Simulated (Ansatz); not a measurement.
Cd$_{3}$As$_{2}$ in space group Pn-3m (No. 224; Cd on 6d, As on 4b) under volume change, PBEsol in the plane-wave PAW code Ansatz, scaled uniformly.

| V (Å³/atom) | E − E(relaxed) (meV/atom) | P (GPa) |
|---|---|---|
| 23.107 | 41.7 | 6.42 |
| 23.869 | 17.4 | 3.89 |
| 24.631 | 4.1 | 1.77 |
| 25.393 | 0.0 | 0.00 |
| 26.155 | 3.6 | -1.49 |
| 26.916 | 13.8 | -2.74 |
| 27.678 | 29.3 | -3.78 |

Q: What does a third-order Birch–Murnaghan fit give for V₀, B₀ and B′?

A: V₀ = 25.39 Å³/atom, B₀ = 54.1 GPa, B′ = 4.9.

The first step of the workflow began from a Materials Project structure, measured or hypothetical; the Crystallography Open Database copy checked does not list it. COD files the formula under space group No. 142, so this cell is another polymorph or a model. Whether it is the stable phase at ambient conditions was not checked. The cell was relaxed with PBEsol under the symmetry of its start; of distortions, only those at the zone centre were tested, and some modes there are weakly imaginary.

Potentials: the later of the program's two PAW sets.
